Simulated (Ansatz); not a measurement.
ZnSe, in the lowest of the structures calculated here: F-43m (No. 216), cF8, zinc blende type; a = 5.733 Å, b = 5.733 Å, c = 5.733 Å, α = 90.00°, β = 90.00°, γ = 90.00°; Se 4b (0.500, 0.500, 0.500); Zn 4c (0.250, 0.250, 0.250). These are PBE (plane waves to 420 eV, PAW, scalar-relativistic; Ansatz, a first-principles code) values and carry that method's errors. Element references, the lowest calculated here: Zn (P6₃/mmc), Se (P3₁21).

Total energies (eV/atom, σ → 0; comparable only within this code, potentials and settings):

| phase | E (eV/atom) |
|---|---|
| ZnSe (F-43m) | -4394.769 |
| Zn (P6₃/mmc) | -3319.030 |
| Se (P3₁21) | -5469.079 |

Q: What is the formation energy of this F-43m form of ZnSe from the elements?

A: E_f = -4394.769 − [1 × (-3319.030) + 1 × (-5469.079)] / 2 = -0.71 eV/atom (-1.4 eV per formula unit).

Static energies, no anion corrections, no zero-point energy. Values are rounded to 0.01 eV/atom. The compounds carry no spin polarisation.
